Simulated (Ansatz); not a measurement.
HfO2:
```
CELL_PARAMETERS angstrom
      0.00000     2.50052     2.50052
      2.50052     0.00000     2.50052
      2.50052     2.50052     0.00000
ATOMIC_POSITIONS crystal
  Hf 0.00000 0.00000 0.00000
  O  0.25000 0.25000 0.25000
  O  0.75000 0.75000 0.75000
```

Tensor components refer to the Cartesian frame of this cell.

Q: Give the high-frequency dielectric tensor and the Born effective charge tensors of the independent atoms from DFPT, plane-wave PAW LDA (Ansatz code).

A: 
ε∞:
```
5.40  0.00  0.00
0.00  5.40  0.00
0.00  0.00  5.40
```
Z* of atom 1 (Hf), rows: field, columns: displacement, in e:
```
5.59  0.00  0.00
0.00  5.59  0.00
0.00  0.00  5.59
```
Z* of atom 2 (O), rows: field, columns: displacement, in e:
```
-2.79   0.00   0.00
 0.00  -2.79   0.00
 0.00   0.00  -2.79
```

Space group Fm-3m (fluorite). This is a known high-temperature phase of the composition, computed here at zero pressure and temperature. Symmetry was held in the LDA relaxation. At this level the phase is dynamically unstable (imaginary phonons). No spin polarisation was allowed. Spin–orbit coupling is left out wherever it is not named.

Potentials: the later of the program's two PAW sets.
